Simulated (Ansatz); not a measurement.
Geometry optimisation in Ansatz: input, command and trajectory.

```yaml
crystal:
  lattice:
    - [-2.644638344, 2.644638344, 2.2014000179]
    - [2.644638344, -2.644638344, 2.2014000179]
    - [2.644638344, 2.644638344, -2.2014000179]
  atoms:
    - { symbol: Be, position: [0.667, 0.167, 0.834] }
    - { symbol: Be, position: [0.167, 0.333, 0.5] }
    - { symbol: Be, position: [0.333, 0.833, 0.166] }
    - { symbol: Be, position: [0.833, 0.667, 0.5] }
    - { symbol: Pt, position: [0.25, 0.25, 0.0] }
    - { symbol: Pt, position: [0.75, 0.75, 0.0] }
basis:
  ecutwfc: 420
kpoints:
  mp_grid: { grid: [6, 6, 6] }
hamiltonian:
  xc: pbe
scf:
  occupations: { method: gaussian, width: 0.1 }
  lower_state_search: "off"
output:
  forces: true
  stress: true
  eigenvalues: true
relax:
  adjacent_minimum: "off"
  f_tol: 0.04
  max_steps: 70
  cell: { stress_tol: 0.4 }
```

```bash
ansatz run input.yaml --threads 1 --pin off --max-ram 2560MiB --backend cpu --events-out ev --progress --plain --runs-dir out
```

Method: DFT PBE, scalar-relativistic, plane waves, PAW in Ansatz 0.2.0.

Of 11 frames 9 are shown, positions in Å and forces in eV/Å; the SCF threshold varies from step to step. Steps run on the plane waves of an earlier cell, with a Pulay correction in the pressure. The basis is chosen afresh for the last frame, the zero of the energies, and at times for earlier ones too; energy and pressure step there, also at an unchanged geometry. Here that happened at step 9 (-9 meV/atom, 1.1 GPa); the frames before carry an error of that size.

```xyz
6
Lattice="-2.6446 2.6446 2.2014 2.6446 -2.6446 2.2014 2.6446 2.6446 -2.2014" Properties=species:S:1:pos:R:3:forces:R:3 pbc="T T T" step=1 free_energy_over_end_meV_per_atom=930.33 pressure_GPa=69.88
Be    0.8833    3.5279    0.0000   -0.3388   -0.3388    0.0000
Be    1.7613    0.8833    0.0000    0.3388   -0.3388    0.0000
Be    1.7613   -0.8833    2.2014    0.3388    0.3388    0.0000
Be    0.8833    1.7613    2.2014   -0.3388    0.3388    0.0000
Pt    0.0000    0.0000    1.1007    0.0000    0.0000    0.0000
Pt    0.0000    0.0000    3.3021    0.0000    0.0000    0.0000
6
Lattice="-2.6574 2.6574 2.3096 2.6574 -2.6574 2.3096 2.6574 2.6574 -2.3096" Properties=species:S:1:pos:R:3:forces:R:3 pbc="T T T" step=2 free_energy_over_end_meV_per_atom=507.44 pressure_GPa=40.60
Be    0.8856    3.5430    0.0000   -0.0435   -0.0435    0.0000
Be    1.7718    0.8856    0.0000    0.0435   -0.0435    0.0000
Be    1.7718   -0.8856    2.3096    0.0435    0.0435    0.0000
Be    0.8856    1.7718    2.3096   -0.0435    0.0435    0.0000
Pt    0.0000    0.0000    1.1548    0.0000    0.0000    0.0000
Pt    0.0000    0.0000    3.4644    0.0000    0.0000    0.0000
6
Lattice="-2.6714 2.6714 2.4182 2.6714 -2.6714 2.4182 2.6714 2.6714 -2.4182" Properties=species:S:1:pos:R:3:forces:R:3 pbc="T T T" step=3 free_energy_over_end_meV_per_atom=262.77 pressure_GPa=20.18
Be    0.8999    3.5712    0.0000    0.1983    0.1983    0.0000
Be    1.7715    0.8999    0.0000   -0.1983    0.1983    0.0000
Be    1.7715   -0.8999    2.4182   -0.1983   -0.1983    0.0000
Be    0.8999    1.7715    2.4182    0.1983   -0.1983    0.0000
Pt    0.0000    0.0000    1.2091    0.0000    0.0000    0.0000
Pt    0.0000    0.0000    3.6273    0.0000    0.0000    0.0000
6
Lattice="-2.6789 2.6789 2.5259 2.6789 -2.6789 2.5259 2.6789 2.6789 -2.5259" Properties=species:S:1:pos:R:3:forces:R:3 pbc="T T T" step=4 free_energy_over_end_meV_per_atom=132.79 pressure_GPa=7.38
Be    0.9407    3.6196    0.0000    0.2849    0.2849    0.0000
Be    1.7382    0.9407    0.0000   -0.2849    0.2849    0.0000
Be    1.7382   -0.9407    2.5259   -0.2849   -0.2849    0.0000
Be    0.9407    1.7382    2.5259    0.2849   -0.2849    0.0000
Pt    0.0000    0.0000    1.2630    0.0000    0.0000    0.0000
Pt    0.0000    0.0000    3.7889    0.0000    0.0000    0.0000
6
Lattice="-2.6672 2.6672 2.6360 2.6672 -2.6672 2.6360 2.6672 2.6672 -2.6360" Properties=species:S:1:pos:R:3:forces:R:3 pbc="T T T" step=5 free_energy_over_end_meV_per_atom=59.24 pressure_GPa=1.99
Be    1.0509    3.7181    0.0000    0.2064    0.2064    0.0000
Be    1.6163    1.0509    0.0000   -0.2064    0.2064    0.0000
Be    1.6163   -1.0509    2.6360   -0.2064   -0.2064    0.0000
Be    1.0509    1.6163    2.6360    0.2064   -0.2064    0.0000
Pt    0.0000    0.0000    1.3180    0.0000    0.0000    0.0000
Pt    0.0000    0.0000    3.9540    0.0000    0.0000    0.0000
6
Lattice="-2.7624 2.7624 2.6445 2.7624 -2.7624 2.6445 2.7624 2.7624 -2.6445" Properties=species:S:1:pos:R:3:forces:R:3 pbc="T T T" step=7 free_energy_over_end_meV_per_atom=12.16 pressure_GPa=-2.97
Be    1.3765    4.1388    0.0000    0.0049    0.0049    0.0000
Be    1.3859    1.3765    0.0000   -0.0049    0.0049    0.0000
Be    1.3859   -1.3765    2.6445   -0.0049   -0.0049    0.0000
Be    1.3765    1.3859    2.6445    0.0049   -0.0049    0.0000
Pt    0.0000    0.0000    1.3223    0.0000    0.0000    0.0000
Pt    0.0000    0.0000    3.9668    0.0000    0.0000    0.0000
6
Lattice="-2.7379 2.7379 2.6357 2.7379 -2.7379 2.6357 2.7379 2.7379 -2.6357" Properties=species:S:1:pos:R:3:forces:R:3 pbc="T T T" step=8 free_energy_over_end_meV_per_atom=9.46 pressure_GPa=-0.05
Be    1.3683    4.1063    0.0000    0.0006    0.0006    0.0000
Be    1.3696    1.3683    0.0000   -0.0006    0.0006    0.0000
Be    1.3696   -1.3683    2.6357   -0.0006   -0.0006    0.0000
Be    1.3683    1.3696    2.6357    0.0006   -0.0006    0.0000
Pt    0.0000    0.0000    1.3178    0.0000    0.0000    0.0000
Pt    0.0000    0.0000    3.9535    0.0000    0.0000    0.0000
6
Lattice="-2.7379 2.7379 2.6357 2.7379 -2.7379 2.6357 2.7379 2.7379 -2.6357" Properties=species:S:1:pos:R:3:forces:R:3 pbc="T T T" step=9 free_energy_over_end_meV_per_atom=0.45 pressure_GPa=1.01
Be    1.3683    4.1063    0.0000    0.0006    0.0006    0.0000
Be    1.3696    1.3683    0.0000   -0.0006    0.0006    0.0000
Be    1.3696   -1.3683    2.6357   -0.0006   -0.0006    0.0000
Be    1.3683    1.3696    2.6357    0.0006   -0.0006    0.0000
Pt    0.0000    0.0000    1.3178    0.0000    0.0000    0.0000
Pt    0.0000    0.0000    3.9535    0.0000    0.0000    0.0000
6
Lattice="-2.7377 2.7377 2.6479 2.7377 -2.7377 2.6479 2.7377 2.7377 -2.6479" Properties=species:S:1:pos:R:3:forces:R:3 pbc="T T T" step=11 free_energy_over_end_meV_per_atom=0.00 pressure_GPa=0.08
Be    1.3683    4.1060    0.0000    0.0005    0.0005    0.0000
Be    1.3694    1.3683    0.0000   -0.0005    0.0005    0.0000
Be    1.3694   -1.3683    2.6479   -0.0005   -0.0005    0.0000
Be    1.3683    1.3694    2.6479    0.0005   -0.0005    0.0000
Pt    0.0000    0.0000    1.3240    0.0000    0.0000    0.0000
Pt    0.0000    0.0000    3.9719    0.0000    0.0000    0.0000
```

The start puts this composition into another compound's structure type, which needn't suit it. At the end the space group is P4/mmm (tolerance 0.05 Å).

It took 39 s on 1 thread of Intel(R) Xeon(R) Platinum 8488C (Sapphire Rapids) (shared host), peak memory 0.41 GiB.

The k mesh is coarse. Spin–orbit coupling is left out, which can shift energies with elements as heavy as these.